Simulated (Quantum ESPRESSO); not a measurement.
# Ge7: input and log of a self-consistent run

Computed values, not a measurement. The program is pw.x of Quantum ESPRESSO 7.5 (plane-wave density functional theory). The cell is made up: 7 atoms on a zincblende/diamond lattice with one site empty, with randomly drawn elements, strain and displacements, not relaxed. PseudoDojo standard norm-conserving files (v0.5 for PBE, v0.4.1 for LDA and PBEsol) set the functional; there is no spin polarisation, spin-orbit coupling or dispersion term, and the masses in the input are unused placeholders. A spin-polarised start on this cell or one of its family kept no moment.

Input:

```
&control calculation='scf', pseudo_dir='./dojo.nc.sr.pbe.v0_5.standard.upf', outdir='./o', disk_io='low', tprnfor=.true., tstress=.true. /
&system ibrav=0, nat=7, ntyp=1, nbnd=59, ecutwfc=77.98206166, nosym=.true., tot_charge=0,
 occupations='smearing', smearing='fd', degauss=0.0073498644
/
&electrons conv_thr=7.350e-09, electron_maxstep=60, /
ATOMIC_SPECIES
Ge 1.0 Ge.upf
CELL_PARAMETERS angstrom
5.6006 0.0 0.0
0.0 5.6006 0.0
0.0 0.0 5.6006
ATOMIC_POSITIONS angstrom
Ge 0.003 -0.0272 -0.0212
Ge 0.018 2.7986 2.7763
Ge 2.8342 2.829 -0.0262
Ge 1.3889 1.3474 1.4249
Ge 1.4224 4.2131 4.2243
Ge 4.197 1.4004 4.2169
Ge 4.2111 4.1655 1.3846
K_POINTS automatic
6 6 6 1 1 1
```

The log is shortened where brackets say so; the opening notice, blank lines, dates and the lines on written files are dropped, and the path of the files is cut. It prints rydbergs, bohrs and kilobars, and counts compression as positive stress.

```
     Program PWSCF v.7.5
     Parallel version (MPI & OpenMP), running on       4 processor cores
     Number of MPI processes:                 4
     Threads/MPI process:                     1
     [start-up lines left out]
     bravais-lattice index     =            0
     lattice parameter (alat)  =      10.5836  a.u.
     unit-cell volume          =    1185.4965 (a.u.)^3
     number of atoms/cell      =            7
     number of atomic types    =            1
     number of electrons       =        98.00
     number of Kohn-Sham states=           59
     kinetic-energy cutoff     =      77.9821  Ry
     charge density cutoff     =     311.9282  Ry
     scf convergence threshold =      7.3E-09
     mixing beta               =       0.7000
     number of iterations used =            8  plain     mixing
     Exchange-correlation= PBE
                           (   1   4   3   4   0   0   0)
     [axes and pseudopotential details left out]
   Cartesian axes
     site n.     atom                  positions (alat units)
         1        Ge     tau(   1) = (   0.0005357  -0.0048566  -0.0037853  )
         2        Ge     tau(   2) = (   0.0032139   0.4996965   0.4957147  )
         3        Ge     tau(   3) = (   0.5060529   0.5051245  -0.0046781  )
         4        Ge     tau(   4) = (   0.2479913   0.2405814   0.2544192  )
         5        Ge     tau(   5) = (   0.2539728   0.7522587   0.7542585  )
         6        Ge     tau(   6) = (   0.7493840   0.2500446   0.7529372  )
         7        Ge     tau(   7) = (   0.7519016   0.7437596   0.2472235  )
     number of k points=   108  Fermi-Dirac smearing, width (Ry)=  0.0073
     Number of k-points >= 100: set verbosity='high' to print them.
     Dense  grid:   110483 G-vectors     FFT dimensions: (  60,  60,  60)
     Estimated max dynamical RAM per process >     486.60 MB
     Estimated total dynamical RAM >       1.82 GB
     Initial potential from superposition of free atoms
     starting charge      97.9942, renormalised to      98.0000
     Starting wfcs are   63 randomized atomic wfcs
     total cpu time spent up to now is       13.8 secs
     per-process dynamical memory:   429.4 Mb
     Self-consistent Calculation
     iteration #  1     ecut=    77.98 Ry     beta= 0.70
     Davidson diagonalization with overlap
     ethr =  1.00E-02,  avg # of iterations =  3.0
     Threshold (ethr) on eigenvalues was too large:
     Diagonalizing with lowered threshold
     Davidson diagonalization with overlap
     ethr =  9.30E-05,  avg # of iterations =  7.5
     total cpu time spent up to now is      104.1 secs
     total energy              =   -1250.31433005 Ry
     estimated scf accuracy    <       0.10444674 Ry
     iteration #  2     ecut=    77.98 Ry     beta= 0.70
     Davidson diagonalization with overlap
     ethr =  1.07E-04,  avg # of iterations =  2.0
     total cpu time spent up to now is      124.5 secs
     total energy              =   -1250.32028012 Ry
     estimated scf accuracy    <       0.02131859 Ry
     iteration #  3     ecut=    77.98 Ry     beta= 0.70
     Davidson diagonalization with overlap
     ethr =  2.18E-05,  avg # of iterations =  2.1
     total cpu time spent up to now is      146.0 secs
     total energy              =   -1250.32618399 Ry
     estimated scf accuracy    <       0.00775063 Ry
     iteration #  4     ecut=    77.98 Ry     beta= 0.70
     Davidson diagonalization with overlap
     ethr =  7.91E-06,  avg # of iterations =  2.0
     total cpu time spent up to now is      164.9 secs
     total energy              =   -1250.32752627 Ry
     estimated scf accuracy    <       0.00044168 Ry
     iteration #  5     ecut=    77.98 Ry     beta= 0.70
     Davidson diagonalization with overlap
     ethr =  4.51E-07,  avg # of iterations =  5.2
     total cpu time spent up to now is      186.7 secs
     total energy              =   -1250.32765302 Ry
     estimated scf accuracy    <       0.00019653 Ry
     iteration #  6     ecut=    77.98 Ry     beta= 0.70
     Davidson diagonalization with overlap
     ethr =  2.01E-07,  avg # of iterations =  2.0
     total cpu time spent up to now is      204.8 secs
     total energy              =   -1250.32769002 Ry
     estimated scf accuracy    <       0.00000539 Ry
     iteration #  7     ecut=    77.98 Ry     beta= 0.70
     Davidson diagonalization with overlap
     ethr =  5.50E-09,  avg # of iterations =  3.5
     total cpu time spent up to now is      226.0 secs
     total energy              =   -1250.32769137 Ry
     estimated scf accuracy    <       0.00000037 Ry
     iteration #  8     ecut=    77.98 Ry     beta= 0.70
     Davidson diagonalization with overlap
     ethr =  3.82E-10,  avg # of iterations =  3.2
     total cpu time spent up to now is      247.4 secs
     total energy              =   -1250.32769146 Ry
     estimated scf accuracy    <       0.00000007 Ry
     iteration #  9     ecut=    77.98 Ry     beta= 0.70
     Davidson diagonalization with overlap
     ethr =  6.68E-11,  avg # of iterations =  2.6
     total cpu time spent up to now is      266.3 secs
     total energy              =   -1250.32769148 Ry
     estimated scf accuracy    <       0.00000002 Ry
     iteration # 10     ecut=    77.98 Ry     beta= 0.70
     Davidson diagonalization with overlap
     ethr =  1.59E-11,  avg # of iterations =  2.0
     total cpu time spent up to now is      284.3 secs
     End of self-consistent calculation
     Number of k-points >= 100: set verbosity='high' to print the bands.
     the Fermi energy is     8.1570 ev
!    total energy              =   -1250.32769148 Ry
     estimated scf accuracy    <          1.5E-09 Ry
     smearing contrib. (-TS)   =      -0.00527360 Ry
     internal energy E=F+TS    =   -1250.32241788 Ry
     The total energy is F=E-TS. E is the sum of the following terms:
     one-electron contribution =    -711.57540955 Ry
     hartree contribution      =     417.50372038 Ry
     xc contribution           =    -305.33996858 Ry
     ewald contribution        =    -650.91076013 Ry
     convergence has been achieved in  10 iterations
     Forces acting on atoms (cartesian axes, Ry/au):
     atom    1 type  1   force =    -0.00739032    0.00785124    0.01006474
     atom    2 type  1   force =     0.00038973   -0.00184486    0.01783522
     atom    3 type  1   force =    -0.02253824   -0.02382075    0.01825770
     atom    4 type  1   force =     0.03597585   -0.00559951    0.00188938
     atom    5 type  1   force =     0.01172105    0.01070069   -0.03859898
     atom    6 type  1   force =    -0.00701120   -0.01575226   -0.02918943
     atom    7 type  1   force =    -0.01114686    0.02846546    0.01974137
     Total force =     0.086559     Total SCF correction =     0.000260
     Computing stress (Cartesian axis) and pressure
          total   stress  (Ry/bohr**3)                   (kbar)     P=       29.95
   0.00020514  -0.00008038   0.00001906           30.18      -11.82        2.80
  -0.00008038   0.00019614   0.00006268          -11.82       28.85        9.22
   0.00001906   0.00006268   0.00020943            2.80        9.22       30.81
     init_run     :     11.77s CPU     12.25s WALL (       1 calls)
     electrons    :    269.20s CPU    270.55s WALL (       1 calls)
     forces       :      3.09s CPU      3.10s WALL (       1 calls)
     stress       :     10.90s CPU     10.91s WALL (       1 calls)
     [timing details left out]
     PWSCF        :   4m56.66s CPU   4m58.67s WALL
     JOB DONE.
```

In other units: free energy -17011.575 eV for the cell, pressure 2.99 GPa, largest force component 0.992 eV/Å. A rerun of this cell at 1347 eV and a 8 x 8 x 8 mesh moved values by no more than 0.006 eV in energy, 0.02 GPa in stress and 0.003 eV/Å in force.